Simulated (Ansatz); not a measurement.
# Structure relaxation, Na2Te

The start is a relaxed Na2Te cell with every coordinate shifted by Gaussian noise of σ = 0.1 Å. The structure is fully relaxed (lattice and positions, P = 0) with r2SCAN (plane waves to 500 eV, PAW, scalar-relativistic; Ansatz, an electronic-structure program). First-step values are on the input's coarse k-mesh.

Ansatz input (later rounds restart from its end on a renewed k-mesh):
Ansatz 0.2 input:
```yaml
crystal:
  lattice:
    - [0, 3.6393236296, 3.6393236296]
    - [3.6393236296, 0, 3.6393236296]
    - [3.6393236296, 3.6393236296, 0]
  atoms:
    - { symbol: Na, position: [0.2531069331, 0.2866200704, 0.2117562345] }
    - { symbol: Na, position: [0.7527800269, 0.742573588, 0.7190522546] }
    - { symbol: Te, position: [-0.0117146085, 0.0008197729, 0.0108557352] }
basis: { ecutwfc: 500, ecutrho_ratio: 4, xc_grid: 4, fft_grid_basis: typed }
kpoints: { mp_grid: { grid: [6, 6, 6] } }
hamiltonian:
  xc: r2scan
  dispersion: none
  pseudopotentials: { kind: paw }
scf: { occupations: { method: fermi_dirac, width: 0.05 } }
relax: { f_tol: 0.01, max_steps: 100, cell: { stress_tol: 0.02 } }
output: { forces: true, stress: true }
```

Task: What is the largest force in the starting geometry, and on which atom (counted from 1)?

Result: 0.47 eV/Å, on Te3 (atoms numbered as listed).

Task: Is the parent structure recovered?

Result: The parent structure is recovered, Fm-3m (No. 225).

Task: How do the shortest distances between atoms change?

Result: The closest pairs of elements (up to four, under 3.6 Å), start → end: Na–Te 2.98 → 3.15 Å; Na–Na 3.48 → 3.64 Å.

Task: What band gap does the relaxed structure have at this level?

Result: 2.67 eV, direct at Γ (no spin-orbit coupling).

Relaxed structure:

Space group Fm-3m (No. 225); a = b = c = 7.2779 Å, α = β = γ = 90.00°

| atom | site | symmetry | x | y | z |
|---|---|---|---|---|---|
| Na | 8c | -43m | 0.2500 | 0.2500 | 0.2500 |
| Te | 4a | m-3m | 0.0000 | 0.0000 | 0.0000 |
(The calculation used a cell of 3 atoms; values per cell refer to that cell.)

Final values are on a 8×8×8 k-mesh of the relaxed cell. No spin polarisation in the result. Without spin-orbit coupling the bands of the heavy element are not split, so the gap can be far off.
